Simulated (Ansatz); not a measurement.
Input file for Ansatz (a quantum-chemistry and plane-wave program):

Ansatz 0.2 input:
```yaml
crystal:
  lattice:
    - [3.1393814282, 0.0, 0.0]
    - [0.0, 3.1393814282, 0.0]
    - [0.0, 0.0, 3.1393814282]
  atoms:
    - { symbol: Ta, position: [0.5, 0.5, 0.5] }
    - { symbol: Ru, position: [0.0, 0.0, 0.0] }
kpoints:
  mp_grid: { grid: [10, 10, 10] }
  band_path:
    path:
      - [[0.0, 0.0, 0.0], [0.0, 0.5, 0.0], [0.5, 0.5, 0.0], [0.0, 0.0, 0.0], [0.5, 0.5, 0.5], [0.0, 0.5, 0.0]]  # Γ-X-M-Γ-R-X
      - [[0.5, 0.5, 0.5], [0.5, 0.5, 0.0]]  # R-M
    npoints: 12
basis: { xc_grid: 2 }
hamiltonian:
  xc: pbesol
  pseudopotentials: { kind: paw }
magnetization: { noncollinear: true, spin_orbit: true }
scf:
  n_extra_bands: 13
  convergence: { dr2_threshold: 0.0000000001 }
  occupations: { method: gaussian, width: 0.05 }
output: { eigenvalues: true }
```

Output (shortened):

```
Pseudopotential: Ta, paw_fr, valence charge 13
Pseudopotential: Ru, paw_fr, valence charge 16
Functional definition: PBEsol
non-collinear run that drives no moment, with spin-orbit …
Crystal: 2 atoms, lattice volume = 30.941 Å³
Basis set: ecut = 420 eV, 619 PW (Γ), exchange–correlation on 48×48×48 points (8 copies of the dense FFT grid, shifted against one another)
Bands: 42, of which v1, the nominal top of the filled ones, is band 29 counted from 1 (28 counted from 0)
Symmetry: 48 space group operations + 48 with time reversal
k-points: 56 of 1000
Projection manifold: j_resolved (fully-relativistic pseudo-atomic orbitals)
SCF iter   1: F=—  HF=-15651.503192 eV  |F-HF|=—  |Δ(HF+E_count)|=         —  Δρ=2.50e-1  dr2=3.14e1  dr2_m=0.00e0 (ungated)  ethr=3.10e-3  |M|=0.00e0 ∫|m|=0.00e0 μB  |m|>n=0.0e0 m-floor=0.0e0 τ_xc=0.0e0  β_m=0.30  ⟨swp⟩=6.5  Hψ=5298  notcnv=0  defer=24
preconditioner: auto → none
SCF iter   2: F=—  HF=-15647.436003 eV  |F-HF|=—  |Δ(HF+E_count)|=    4.07e0  Δρ=6.82e-2  dr2=1.54e0  dr2_m=0.00e0 (ungated)  ethr=3.10e-3  |M|=0.00e0 ∫|m|=0.00e0 μB  |m|>n=0.0e0 m-floor=0.0e0 τ_xc=0.0e0  β_m=0.34  ⟨swp⟩=2.8  Hψ=2451  notcnv=0  defer=334
SCF iter   3: F=—  HF=-15647.189069 eV  |F-HF|=—  |Δ(HF+E_count)|=   2.47e-1  Δρ=2.33e-2  dr2=9.96e-2  dr2_m=0.00e0 (ungated)  ethr=3.10e-3  |M|=0.00e0 ∫|m|=0.00e0 μB  |m|>n=0.0e0 m-floor=0.0e0 τ_xc=0.0e0  β_m=0.47  ⟨swp⟩=2.1  Hψ=1598  notcnv=0  defer=340
SCF iter   4: F=—  HF=-15647.201138 eV  |F-HF|=—  |Δ(HF+E_count)|=   1.21e-2  Δρ=8.86e-3  dr2=1.01e-2  dr2_m=0.00e0 (ungated)  ethr=3.43e-4  |M|=0.00e0 ∫|m|=0.00e0 μB  |m|>n=0.0e0 m-floor=0.0e0 τ_xc=0.0e0  β_m=0.56  ⟨swp⟩=2.5  Hψ=1670  notcnv=0  defer=320
SCF iter   5: F=—  HF=-15647.204173 eV  |F-HF|=—  |Δ(HF+E_count)|=   3.03e-3  Δρ=1.78e-3  dr2=1.51e-3  dr2_m=0.00e0 (ungated)  ethr=3.49e-5  |M|=0.00e0 ∫|m|=0.00e0 μB  |m|>n=0.0e0 m-floor=0.0e0 τ_xc=0.0e0  β_m=0.65  ⟨swp⟩=2.0  Hψ=2016  notcnv=0  defer=320
SCF iter   6: F=—  HF=-15647.204066 eV  |F-HF|=—  |Δ(HF+E_count)|=   1.06e-4  Δρ=4.51e-4  dr2=4.37e-5  dr2_m=0.00e0 (ungated)  ethr=5.20e-6  |M|=0.00e0 ∫|m|=0.00e0 μB  |m|>n=0.0e0 m-floor=0.0e0 τ_xc=0.0e0  β_m=0.71  ⟨swp⟩=1.8  Hψ=1175  notcnv=0  defer=320
SCF iter   7: F=—  HF=-15647.204060 eV  |F-HF|=—  |Δ(HF+E_count)|=   5.86e-6  Δρ=1.08e-4  dr2=3.05e-6  dr2_m=0.00e0 (ungated)  ethr=1.51e-7  |M|=0.00e0 ∫|m|=0.00e0 μB  |m|>n=0.0e0 m-floor=0.0e0 τ_xc=0.0e0  β_m=0.86  ⟨swp⟩=2.1  Hψ=1410  notcnv=0  defer=320
SCF iter   8: F=—  HF=-15647.204061 eV  |F-HF|=—  |Δ(HF+E_count)|=   1.31e-7  Δρ=3.40e-5  dr2=3.96e-7  dr2_m=0.00e0 (ungated)  ethr=1.05e-8  |M|=0.00e0 ∫|m|=0.00e0 μB  |m|>n=0.0e0 m-floor=0.0e0 τ_xc=0.0e0  β_m=0.83  ⟨swp⟩=1.0  Hψ=1086  notcnv=0  defer=320
SCF iter  10: F=-15647.204061 eV  HF=-15647.204061 eV  |F-HF|=7.28e-12  |Δ(HF+E_count)|=  1.22e-10  Δρ=1.28e-7  dr2=3.25e-12  dr2_m=0.00e0 (ungated)  ethr=1.00e-12  |M|=0.00e0 ∫|m|=0.00e0 μB  |m|>n=0.0e0 m-floor=0.0e0 τ_xc=0.0e0  ⟨swp⟩=8.6  Hψ=5008  notcnv=0
SCF 1 converged in 10 iterations: F = -15647.204061 eV  dr2 = 3.25e-12
NSCF: frozen V_eff on 74 k-points
SCF converged after 10 iterations
Magnetization: |M| = 0.0000 μB,  M = (+0.0000, +0.0000, +0.0000) μB
Absolute magnetization: 0.0000 μB (∫|m|)
  site 0: m = (+0.0000, +0.0000, +0.0000) μB, |m| = 0.0000 μB  (R = 1.12 Å)
  site 1: m = (+0.0000, +0.0000, +0.0000) μB, |m| = 0.0000 μB  (R = 1.12 Å)
Free energy (F): -15647.204061 eV
Harris-Foulkes:  -15647.204061 eV  (|F-HF|=7.28e-12)
Internal energy: -15647.199009 eV  (E = F + TS)
E sigma→0 (E₀):  -15647.201535 eV
Entropy (-TS):   -0.005052 eV (-2.526 meV/atom)
Fermi energy:    22.080273 eV
--- Per-component energies (eV) ---
  E_band       = -163.824762
  E_kinetic    = 881.549282
  E_local      = -1892.853787  (includes V_loc(G=0)·N_el)
  E_nonlocal   = 358.771319
  E_hartree    = 634.749242
  E_xc         = -406.752907
  E_vxc        = -443.068302  (∫ρ·V_xc dr)
  E_paw        = -11692.561953  (= ΣΔE_a)
  E_vpaw       = -337.721613  (= ΣTr[D̂ρ^β])
  E_aug_tail   = -0.000070  (compensation charges beyond the density's cutoff)
  E_ewald      = -3530.573227
  E_core_change = 0.473093  (= ΣΔE_core)
  E_smearing   = -0.005052  (= −TS)
  E_closure    = 0.000000  (closes the sum)
  Σ components = -15647.204061   (vs F -15647.204061, Δ=0.00e0)
  [band-id]    e_kinetic+e_local+e_nonlocal+2·e_hartree+e_vxc+e_vpaw+e_augmentation_tail = -163.824688   (vs E_band -163.824762, Δ=7.40e-5)
--- Band table (eV; the first three rows and the last of 56) ---
  k-point 0: bands = ["-51.0799", "-51.0799", "-46.3075", "-46.3075", "-23.4525", "-23.4525", "-20.0361", "-20.0361", "-20.0361", "-20.0361", "-19.1400", "-19.1400", "-10.3404", "-10.3404", "-10.3404", "-10.3404", "13.0201", "13.0201", "15.8699", "15.8699", …
  k-point 1: bands = ["-51.0789", "-51.0789", "-46.3065", "-46.3065", "-23.4535", "-23.4535", "-20.0430", "-20.0430", "-20.0340", "-20.0340", "-19.1479", "-19.1479", "-10.3720", "-10.3720", "-10.3405", "-10.3405", "13.2505", "13.2505", "15.9847", "15.9847", …
  k-point 2: bands = ["-51.0761", "-51.0761", "-46.3040", "-46.3040", "-23.4562", "-23.4562", "-20.0610", "-20.0610", "-20.0283", "-20.0283", "-19.1687", "-19.1687", "-10.4537", "-10.4537", "-10.3408", "-10.3408", "13.9057", "13.9057", "16.3233", "16.3233", …
  k-point 55: bands = ["-51.0521", "-51.0521", "-46.2656", "-46.2656", "-23.5179", "-23.5179", "-20.1347", "-20.1347", "-20.1347", "-20.1347", "-19.3283", "-19.3283", "-10.7281", "-10.7281", "-10.7281", "-10.7281", "17.8100", "17.8100", "18.3360", "18.3360", …
```

Cost: around 24 core-seconds (rough) on shared cores.

Space group Pm-3m (CsCl type). The workflow started from a Materials Project entry (that database holds measured and hypothetical structures alike); the Crystallography Open Database files this formula in space group No. 221, but the cells were not matched. Its standing as an ambient phase is unchecked. The cell was relaxed with PBEsol under the symmetry of its start. At this level the phase is mechanically unstable. No spin polarisation was allowed.

Potentials: the later of the program's two PAW sets.

Ansatz is a plane-wave DFT program.
